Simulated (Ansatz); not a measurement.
Polymorphs of W, each relaxed with plane-wave PAW r²SCAN (Ansatz code):

A: Fd-3m
a = 7.348 Å, b = 7.348 Å, c = 7.348 Å, α = 90.00°, β = 90.00°, γ = 90.00°

```tsv
atom	site	symmetry	x	y	z
W	8a	-43m	0.0000	0.0000	0.0000
W	16d	.-3m	0.6250	0.6250	0.6250
```

B: R-3m
a = b = 5.1528 Å, c = 27.9354 Å, α = β = 90.00°, γ = 120.00°

```csv
atom,site,symmetry,x,y,z
W,18h,.m,0.3356,0.1678,0.0783
W,6c,3m,0.0000,0.0000,0.1673
W,3a,-3m,0.0000,0.0000,0.0000
W,6c,3m,0.0000,0.0000,0.4548
W,6c,3m,0.0000,0.0000,0.3470
```

**Question.** Order them by energy per atom at 0 K (lowest first) at the level r²SCAN.

**Answer.** B (+0 meV/atom), A (+102 meV/atom)

Typed or built starts, not in the databases checked: A; B. Not the usual ambient phase: A; B. All cells were relaxed under the symmetry of their starts (and spin orders); stability against distortions was not tested throughout. Rows with no word on spin ran without spin polarisation. Scalar-relativistic: spin–orbit coupling is off unless named, which matters more the heavier the elements.

Energies hold the estimated change up to a 700 eV cutoff; steps of a few meV lie near the error of the meshes.

Potentials: the later of the program's two PAW sets.
